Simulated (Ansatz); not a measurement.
A geometry of Pt away from equilibrium: step 9 of the relaxation of a relaxed Pt cell deformed by the Cartesian strain tensor (xx, yy, zz, yz, xz, xy) = (-0.074, -0.008, -0.159, 0.020, 0.030, -0.007). Calculation: PBEsol (plane waves to 420 eV, PAW, scalar-relativistic; Ansatz, a program for electronic structure). Γ-centred k-mesh 16×15×16 on the run's cell (coarser than for final values), Fermi–Dirac smearing 0.05 eV.

```yaml
crystal:
  lattice:
    - [0.00534, 1.99226, 1.91559]
    - [1.97980, 0.00356, 1.91681]
    - [1.96703, 1.98164, 0.01444]
  atoms:
    - { symbol: Pt, position: [0.00000, 0.00000, 0.00000] }
```

Question: Which atoms carry the largest force, and which way does it point?

Answer: No atom: all forces are below 0.005 eV/Å; only the cell is out of equilibrium.

Question: What is the pressure?

Answer: +2.2 GPa, compression positive.

Question: How far above the relaxed end point is this geometry?

Answer: 0.01 eV/atom; the path ends in Fm-3m (No. 225) (fcc (Cu type)).

No spin polarisation in the result.

The run could not lose the symmetry of its start.
